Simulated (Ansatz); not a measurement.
**C: computed properties**

All numbers below come from DFT PBE+D3(BJ), scalar-relativistic, plane waves, PAW (Ansatz).

Plane waves to 420 eV, a k mesh through Γ of 18×18×2 on the computed 12-atom cell and Gaussian smearing (0.10 eV); no spin polarisation.

The structure is relaxed at this level of theory with its symmetry kept.

The structure is hexagonal, space group P6_3/mmc (No. 194). The conventional cell has a = 2.465 Å, b = 2.465 Å, c = 20.606 Å, α = 90.00°, β = 90.00°, γ = 120.00°. C (site symmetry 3m) is surrounded by 3 C at 1.42 Å. C (site symmetry 3m) has 3 C at 1.42 Å as nearest neighbours. C (site symmetry -6m2) is surrounded by 3 C at 1.42 Å. C (site symmetry -6m2) is surrounded by 3 C at 1.42 Å.

| Item | Value |
| --- | --- |
| Volume per atom | 9.04 Å³ |
| Kohn–Sham band gap | zero, with almost no states at the Fermi level |
| Density of states at the Fermi level | 0.01 states/eV per cell (so small that it hangs on the mesh: a semimetal, or crossings between mesh points) |
| Löwdin character within 0.5 eV of the Fermi level | C 2p 100 % |

Cost: 9 runs of about 18 core-minutes in all, on Arm Neoverse V1 (shared hosts).